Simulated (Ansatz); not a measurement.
A: NiO (rock salt), a = 4.2173 Å, b = 4.2173 Å, c = 4.2173 Å, α = 90.00°, β = 90.00°, γ = 90.00°
B: HfO2 (fluorite), a = 5.0981 Å, b = 5.0981 Å, c = 5.0981 Å, α = 90.00°, β = 90.00°, γ = 90.00°
C: ZnSe (zinc blende), a = 5.733 Å, b = 5.733 Å, c = 5.733 Å, α = 90.00°, β = 90.00°, γ = 90.00°
D: CdSe (zinc blende), a = 6.1964 Å, b = 6.1964 Å, c = 6.1964 Å, α = 90.00°, β = 90.00°, γ = 90.00°

Scan: energy against volume (even scaling of the relaxed cell, symmetry kept). One method and one kind of scan serve all of them; meshes and ranges differ. All were relaxed with their symmetry unable to fall. HfO2 is run without spin polarisation. NiO is run spin-polarised and with no Hubbard U; the real compound is an antiferromagnetic insulator, a state that this run doesn't describe. Relaxed NiO ends ferromagnetic. Spin-orbit coupling is left out. The PAW data are Ansatz's earlier set. This is a high-temperature form of HfO2. The magnetic order is the one the run started from; other orders were not tried. (This holds for the magnetic or f-shell members.)

Q: Order them by bulk modulus (fitted) (highest first) at the level PBE (plane waves to 420 eV, PAW, scalar-relativistic; Ansatz, a first-principles code).

A: B (246 GPa), A (169 GPa), C (56.6 GPa), D (44.7 GPa)

(A scan under strain: stresses follow from slopes of the energy per volume, elastic moduli from its curvatures.)
